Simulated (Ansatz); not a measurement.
# Every step of a relaxation of bcc Cr (110), 4 layers

DFT, PBE, PAW with Ansatz's default frozen-core files, scalar-relativistic (Ansatz 0.2.0); a Γ-centred 14×14×1 k mesh, Fermi–Dirac smearing of 0.05 eV, spin-polarised from start moments Cr1 2, Cr2 2, Cr3 2, Cr4 2 μB. The run relaxes the atoms in the fixed cell.

Command: `ansatz run input.yaml --threads 2 --pin off --max-ram 4096MiB --backend cpu --events-out ev --progress --plain --runs-dir out` It took 100 s on 2 threads of Arm Neoverse V2, on a shared host, peak memory 0.61 GiB.

```yaml
crystal:
  lattice:
    - [2.4668230336, 0.0, 0.0]
    - [-0.8222743445, 2.32574306, 0.0]
    - [0.0, 0.0, 19.0425]
  atoms:
    - { symbol: Cr, position: [0.25, 0.25, 0.3413428458], spin: 2.0 }
    - { symbol: Cr, position: [0.75, 0.75, 0.4471142815], spin: 2.0 }
    - { symbol: Cr, position: [0.25, 0.25, 0.5528857179], spin: 2.0 }
    - { symbol: Cr, position: [0.75, 0.75, 0.6586571542], spin: 2.0 }
magnetization:
  spin_polarized: true
kpoints:
  mp_grid: { grid: [14, 14, 1] }
scf:
  occupations: { method: fermi_dirac, width: 0.05 }
hamiltonian:
  xc: pbe
  pseudopotentials: { kind: paw }
output:
  forces: true
  stress: true
  eigenvalues: true
relax:
  f_tol: 0.01
  max_steps: 40
efield:
  axis: 3
  amplitude: 0
  dipole_correction: true
```

Each step lists its free energy a cell above the last geometry, and Cartesian positions (Å) with forces (eV/Å).

The first step:

```
step 1  dF = 37.76 meV
  Cr 0.4111 0.5814 6.5000   0.0000 0.0000 0.4656
  Cr 1.2334 1.7443 8.5142   0.0000 0.0000 -0.4851
  Cr 0.4111 0.5814 10.5283   0.0000 0.0000 0.4851
  Cr 1.2334 1.7443 12.5425   0.0000 0.0000 -0.4656
```

Antiferromagnetic order, which Cr and Mn prefer near zero pressure, wasn't tried. The start moments died away, and the runs ended non-magnetic.

Problem. Where does the relaxation end, and by which steps?

Solution. After 3 geometries, with a shortest distance of 2.403 Å and a cell moment of 0.00 μB. The further steps:
```
step 2  dF = 8.11 meV
  Cr 0.4111 0.5814 6.5423   0.0000 0.0000 0.2120
  Cr 1.2334 1.7443 8.5131   0.0000 0.0000 -0.2680
  Cr 0.4111 0.5814 10.5294   0.0000 0.0000 0.2680
  Cr 1.2334 1.7443 12.5002   0.0000 0.0000 -0.2120
step 3  dF = 0.00 meV
  Cr 0.4111 0.5814 6.5689   0.0000 0.0000 0.0059
  Cr 1.2334 1.7443 8.5044   0.0000 0.0000 -0.0002
  Cr 0.4111 0.5814 10.5381   0.0000 0.0000 0.0002
  Cr 1.2334 1.7443 12.4737   0.0000 0.0000 -0.0059
step 4  dF = 0.00 meV  (same geometry, solved once more)
  Cr 0.4111 0.5814 6.5689   0.0000 0.0000 0.0059
  Cr 1.2334 1.7443 8.5044   0.0000 0.0000 -0.0003
  Cr 0.4111 0.5814 10.5381   0.0000 0.0000 0.0003
  Cr 1.2334 1.7443 12.4737   0.0000 0.0000 -0.0059
```
